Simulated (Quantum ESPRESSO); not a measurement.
**Kohn-Sham bands of YGe (Cmcm)**

```xyz
4
Lattice="0.0000 0.0000 3.9546 -4.2826 0.0000 0.0000 2.1413 -5.3622 0.0000" Properties=species:S:1:pos:R:3 pbc="T T T"
Y      0.0000    -1.4865    -0.9887
Y      0.0000     1.4865     0.9887
Ge    -2.1413     0.9049    -0.9887
Ge     2.1413    -0.9049     0.9887
```

Materials Project entry mp-9971; symmetrised, unrelaxed at this level. Not found in the COD (Crystallography Open Database) copy used; not checked further. Computed values, not measurements, from PBEsol: Quantum ESPRESSO (norm-conserving PseudoDojo potentials, cutoff 63 Ry, spinors with spin-orbit coupling) on a Γ-centred 4×4×4 mesh, then Wannier90. Density: 8×8×8 mesh, cold smearing 0.01 Ry.

Energies are relative to the Fermi level; weights are on the orthonormalised atomic waves of the pseudopotential files, averaged over the group. 50 electrons a cell are treated as valence.

```tsv
bands	from (eV)	to (eV)	filling	weight on atomic waves
1–4	-42.33	-42.28	filled	[?]
5–12	-24.64	-24.56	filled	[?]
13–24	-24.08	-23.96	filled	[?]
25–28	-23.40	-23.25	filled	[?]
29–36	-22.06	-21.75	filled	[?]
37–40	-10.80	-6.33	filled	[?]
```

Problem. Which atomic shells make up each group?

Solution. 
- 1–4, weight on atomic waves: Y 4s 96 %
- 5–12, weight on atomic waves: Ge 3d 100 %
- 13–24, weight on atomic waves: Ge 3d 99 %
- 25–28, weight on atomic waves: Y 4p 95 %
- 29–36, weight on atomic waves: Y 4p 98 %
- 37–40, weight on atomic waves: Ge 4s 61 %, Y 4d 15 %, Ge 4p 12 %

No gap over 0.05 eV opens at the Fermi level at this level of theory.
